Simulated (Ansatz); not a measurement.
Rb$_{2}$ScAgCl$_{6}$:
```cif
data_AgCl6Rb2Sc
_chemical_formula_sum 'Rb2 Sc1 Ag1 Cl6'
_space_group_name_H-M_alt 'P 1'
_space_group_IT_number 1
_cell_length_a 7.32487
_cell_length_b 7.32487
_cell_length_c 7.32487
_cell_angle_alpha 60.000
_cell_angle_beta 60.000
_cell_angle_gamma 60.000
loop_
_space_group_symop_operation_xyz
  'x, y, z'
loop_
_atom_site_label
_atom_site_type_symbol
_atom_site_fract_x
_atom_site_fract_y
_atom_site_fract_z
_atom_site_occupancy
Rb1 Rb 0.75000 0.75000 0.75000 1
Rb2 Rb 0.25000 0.25000 0.25000 1
Sc1 Sc 0.00000 0.00000 0.00000 1
Ag1 Ag 0.50000 0.50000 0.50000 1
Cl1 Cl 0.76021 0.23979 0.23979 1
Cl2 Cl 0.23979 0.76021 0.76021 1
Cl3 Cl 0.23979 0.76021 0.23979 1
Cl4 Cl 0.76021 0.23979 0.76021 1
Cl5 Cl 0.23979 0.23979 0.76021 1
Cl6 Cl 0.76021 0.76021 0.23979 1
```

Relaxed with r²SCAN. r²SCAN in the plane-wave PAW code Ansatz gives a gap of 3.57 eV.

Task: What gap does HSE06 give on the same cell (Ansatz, PAW)?

Result: 4.88 eV, 1.30 eV more. The hybrid was solved on a coarser mesh and at special points; its gap is the smallest among all of these.

```tsv
k	v1 r²SCAN	c1 r²SCAN	v1 HSE06	c1 HSE06
Γ	-0.46	3.58	-0.53	4.89
X	-0.46	3.58	(withheld)	(withheld)
L	0.00	3.57	0.00	4.88
W	-0.17	3.67	(withheld)	(withheld)
K	-0.22	3.61	(withheld)	(withheld)
```

Task: Top valence (v1) and lowest conduction level (c1) in eV from each method's valence maximum (which need not be a listed point): supply the withheld HSE06 values.

Result: 
- W, v1 HSE06: -0.19
- W, c1 HSE06: 5.00
- K, v1 HSE06: -0.24
- K, c1 HSE06: 4.92
- X, v1 HSE06: -0.53
- X, c1 HSE06: 4.90

Cost on shared cores: the r²SCAN run (SCF on a 5×5×5 mesh, then bands and DOS) roughly 4 core-minutes, the HSE06 run (SCF on 3×3×3, then a few points) roughly 8 core-minutes; the tasks are unlike.

Space group Fm-3m. The first step of the workflow began from a Materials Project structure, measured or hypothetical; the Crystallography Open Database copy checked does not list it. Whether it is the stable phase at ambient conditions was not checked. Symmetry was held in the r²SCAN relaxation; whether a distortion lowers the energy is not shown. The run is not spin-polarised. Spin–orbit coupling is left out wherever it is not named.

Potentials: the later of the program's two PAW sets.
